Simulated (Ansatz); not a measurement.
# Electric field gradients in Ti₂AlC

Method: Ansatz 0.2.0, DFT LDA, scalar-relativistic, plane waves, PAW. Plane waves to 420 eV; Γ-centred k mesh 12×12×4; Fermi-Dirac smearing of 0.15 eV. No spin polarisation.

The cell, relaxed at this level:
```xyz
8
Lattice="3.0130 0.0000 0.0000 -1.5065 2.6093 0.0000 0.0000 0.0000 13.5233" Properties=species:S:1:pos:R:3 pbc="T T T"
Ti    0.0000    1.7396    1.1320
Ti    1.5065    0.8698    7.8937
Ti    1.5065    0.8698   12.3913
Ti    0.0000    1.7396    5.6297
Al    0.0000    1.7396   10.1425
Al    1.5065    0.8698    3.3808
C     0.0000    0.0000    0.0000
C     0.0000    0.0000    6.7617
```

In a metal these results depend on the k mesh and the smearing.

**Question.** Give V_zz (10²¹ V/m²) and the asymmetry η at each distinct site.

**Answer.**
```tsv
atom	V_zz	η
Ti (atom 1)	2.62	0.00
Al (atom 5)	-4.81	0.00
C (atom 7)	0.279	0.00
```

Whether Ti2AlC exists in this form wasn't checked.

Cost: 1 run of about 0.23 core-minutes, on Oxide Virtual Turin-like Processor (Zen 5) (shared hosts).